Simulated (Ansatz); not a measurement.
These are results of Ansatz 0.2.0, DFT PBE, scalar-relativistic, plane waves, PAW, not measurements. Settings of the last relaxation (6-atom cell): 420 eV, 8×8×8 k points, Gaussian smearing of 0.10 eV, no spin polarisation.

Energies over the elements count from the elements' standard structures at the same level, with no fitted energy shifts. The references include black phosphorus.

Question: Propose a candidate for a tetragonal metal with formula ScAlSbP3, with a formation energy near −0.05 eV/atom and about 21 Å³ per atom, in a cell of 6 atoms.

Answer: ScAlSbP3, space group P4/mmm (No. 123). Around Sc lie 2 P at 2.76 Å and 4 Sb at 3.35 Å; Al has 4 P at 2.37 Å and 2 Sb at 2.76 Å; around Sb lie 2 Al at 2.76 Å and 4 Sc at 3.35 Å; around P on a site of symmetry mmm lie 2 Al at 2.37 Å and 2 P at 2.37 Å; 1 more site not described.

```xyz
6
Lattice="4.7398 0.0000 0.0000 0.0000 4.7398 0.0000 0.0000 0.0000 5.5136" Properties=species:S:1:pos:R:3 pbc="T T T"
Sc    0.0000    0.0000    0.0000
Al    2.3699    2.3699    2.7568
Sb    2.3699    2.3699    0.0000
P     0.0000    2.3699    2.7568
P     2.3699    0.0000    2.7568
P     0.0000    0.0000    2.7568
```

| Property | Result |
| --- | --- |
| Volume per atom | 20.64 Å³ |
| Density | 3.84 g/cm³ |
| Energy over the elements | −0.05 eV/atom |
| Gap on the 8×8×8 mesh of the 6-atom cell | 0 eV (a metal) |

The cell was found from a structure generator's guess, not taken from experiment. The answer needn't be unique; the calculation gave this one.

Spin–orbit coupling, which can matter for Sb, is left out. The reference form of P is held partly by dispersion forces, which this level lacks. A structure relaxed within its symmetry needn't be a true minimum.
